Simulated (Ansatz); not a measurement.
The relaxed structure here is a generated cell of AlOs: the first start was made by placing the elements on the sites of a structure type, and the end was not matched to a known phase here, so it may be hypothetical.

One starting cell of AlOs (a generated cell, AlOs placed in the AFLOW prototype AB_hP12_194_df_ce (B18, as in CuS)) was relaxed twice with Ansatz (plane waves, PAW, scalar-relativistic): with PBEsol at 420 eV and with PBE at 420 eV. The PBEsol result:

```
CELL_PARAMETERS angstrom
      4.19406     0.00000     0.00000
     -2.09703     3.63216     0.00000
      0.00000     0.00000    11.64407
ATOMIC_POSITIONS crystal
  Os 0.33333 0.66667 0.75000
  Os 0.66667 0.33333 0.25000
  Os 0.33333 0.66667 0.97326
  Os 0.66667 0.33333 0.47326
  Os 0.66667 0.33333 0.02674
  Os 0.33333 0.66667 0.52674
  Al 0.33333 0.66667 0.25000
  Al 0.66667 0.33333 0.75000
  Al 0.00000 0.00000 0.12732
  Al 0.00000 0.00000 0.62732
  Al 0.00000 0.00000 0.87268
  Al 0.00000 0.00000 0.37268
```

| quantity | PBEsol | PBE |
|---|---|---|
| space group | P6₃/mmc | P6₃/mmc |
| volume (Å³/atom) | 14.78 | (withheld) |
| a (Å) | 4.194 | (withheld) |
| c (Å) | 11.644 | (withheld) |
| gap (eV, no spin-orbit coupling) | 0.00 | (withheld) |

Question: Fill in the PBE column.

Answer: 
- volume (Å³/atom), PBE: 15.16
- a (Å), PBE: 4.224
- c (Å), PBE: 11.779
- gap (eV, no spin-orbit coupling), PBE: 0.00

Both levels end in the same structure; PBE's volume is 2.6 % larger. Neither column is exact.

No spin polarisation in the result.

The run could not lose the symmetry of its start, so the end can be a saddle point.

Ansatz is a program for electronic structure.
